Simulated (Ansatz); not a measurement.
Crystals of one structure type (wurtzite) and one family of elements, relaxed and computed with plane-wave PAW r²SCAN (Ansatz code); HSE06 gaps on those cells.

| crystal | gap (eV) | HSE06 gap (eV) |
|---|---|---|
| CdSe | 1.10 | 1.54 |
| ZnO | 1.24 | ? |
| CdS | 1.63 | 2.19 |
| ZnS | 2.78 | 3.44 |

Problem. Fit a straight line to E_g(HSE06) against E_g and predict the withheld value.

Solution. Least squares on the 3 shown rows: E_g(HSE06) = 1.124 × E_g + (0.326), with a scatter of 0.02. For ZnO this gives 1.72. The run itself gave 2.53, outside the scatter: the line misses something about this case.

All cells were relaxed under the symmetry of their starts (and spin orders); stability against distortions was not tested throughout. Spin–orbit coupling is left out wherever it is not named.

Potentials: the later of the program's two PAW sets.
